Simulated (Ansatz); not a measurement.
# Guessed and relaxed cells of MgC

The cell of MgC is invented: random cell by space group and Wyckoff sites (Immm, No. 71). Its size is a rough estimate.

start.cif

```cif
data_structure
_symmetry_space_group_name_H-M 'Immm'
_symmetry_Int_Tables_number 71
_cell_length_a 3.7215
_cell_length_b 3.7824
_cell_length_c 4.1215
_cell_angle_alpha 90.000
_cell_angle_beta 90.000
_cell_angle_gamma 90.000
_cell_volume 58.02
loop_
_atom_site_label
_atom_site_type_symbol
_atom_site_symmetry_multiplicity
_atom_site_Wyckoff_symbol
_atom_site_fract_x
_atom_site_fract_y
_atom_site_fract_z
_atom_site_occupancy
Mg1 Mg 2 d 0.00000 0.50000 0.00000 1
C1 C 2 a 0.00000 0.00000 0.00000 1
```

Level of theory: DFT PBE, scalar-relativistic, plane waves, PAW in Ansatz. Cutoff 420 eV, Gaussian smearing, Γ-centred meshes. Cell and atoms relax first on a coarse mesh and then on a finer one. In between, the cell is made exact in the group found at 0.06 Å. In metals the finer mesh still leaves noise of several meV/atom or more. The steps can't lower the symmetry of their start. No spin polarisation.

end.cif

```cif
data_structure
_symmetry_space_group_name_H-M 'Immm'
_symmetry_Int_Tables_number 71
_cell_length_a 2.9024
_cell_length_b 3.5831
_cell_length_c 4.6604
_cell_angle_alpha 90.000
_cell_angle_beta 90.000
_cell_angle_gamma 90.000
_cell_volume 48.47
loop_
_atom_site_label
_atom_site_type_symbol
_atom_site_symmetry_multiplicity
_atom_site_Wyckoff_symbol
_atom_site_fract_x
_atom_site_fract_y
_atom_site_fract_z
_atom_site_occupancy
Mg1 Mg 2 c 0.50000 0.50000 0.00000 1
C1 C 2 a 0.00000 0.00000 0.00000 1
```

The symmetry stays Immm (No. 71). The volume per atom shrinks by 16.5 %, from 14.5 to 12.1 Å³. The shortest distance goes from 1.89 Å (Mg–C) to 2.31 Å (Mg–C). The energy falls by about 0.71 eV/atom (the start's value is from the coarse mesh). The end is written in a standard setting, so origin, axes and order of atoms can differ from the start's.

| Quantity | Value |
| --- | --- |
| Volume per atom | 12.12 Å³ |
| Density | 2.49 g/cm³ |
| Energy over the elements | +1.31 eV/atom |
| Gap on the 24×24×24 mesh of the 2-atom cell | 0 eV (a metal) |

Energies over the elements count from the elements' standard structures at the same level, with no fitted energy shifts. It can't be a ground state, since the elements alone are lower.

The last run used Gaussian smearing of 0.10 eV. The reference form of C is held partly by dispersion forces, which this level lacks. Symmetry constrained the relaxation, so the result can be a saddle point. In all, the 3 runs took 3.6 min on 1 thread of Arm Neoverse V2 (shared host).
